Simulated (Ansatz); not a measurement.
**Rh: clamped-ion strain scan**

Theory: DFT r2SCAN, scalar-relativistic, plane waves, PAW in Ansatz 0.2.0. Cutoff 500 eV, Γ-centred 22×22×22 k-points, Gaussian smearing of 0.15 eV. No spin polarisation. Energies are free energies at this smearing, counted from the undisturbed cell; pressure is positive in compression.

Reference structure (as given, not relaxed at this level; it stands at -0.6 GPa):

```
Rh
1.0
     0.00000    1.90155    1.90155
     1.90155    0.00000    1.90155
     1.90155    1.90155    0.00000
Rh
1
Cartesian
  0.0000 0.0000 0.0000
```

The cell is strained by ε times the Voigt pattern (0, 0, 0, 1, 0, 0) (xx, yy, zz, yz, xz, xy; engineering shear) with fractional coordinates fixed. The cell is metallic on the mesh throughout.

| ε | ΔE (meV/atom) | stress summed along the pattern (GPa, tension positive) | pressure (GPa) |
| --- | --- | --- | --- |
| -0.0200 | ? | -3.96 | ? |
| -0.0100 | 0.9 | -1.98 | -0.6 |
| 0.0000 | 0.0 | 0.00 | -0.6 |
| 0.0025 | 0.1 | 0.50 | -0.6 |
| 0.0050 | 0.2 | 0.99 | -0.6 |
| 0.0075 | 0.5 | ? | ? |
| 0.0125 | 1.3 | 2.48 | -0.6 |
| 0.0150 | 1.9 | 2.98 | -0.5 |
| 0.0175 | 2.6 | 3.47 | -0.5 |

By symmetry 0.0200 repeats -0.0200, -0.0150 repeats 0.0150, 0.0100 repeats -0.0100, -0.0050 repeats 0.0050 in energy, with the opposite slope along the path.

Problem. Give the withheld values.

Solution. ΔE (meV/atom) at ε = -0.0200: 3.4; pressure (GPa) at ε = -0.0200: -0.5; stress summed along the pattern (GPa, tension positive) at ε = 0.0075: 1.49; pressure (GPa) at ε = 0.0075: -0.6.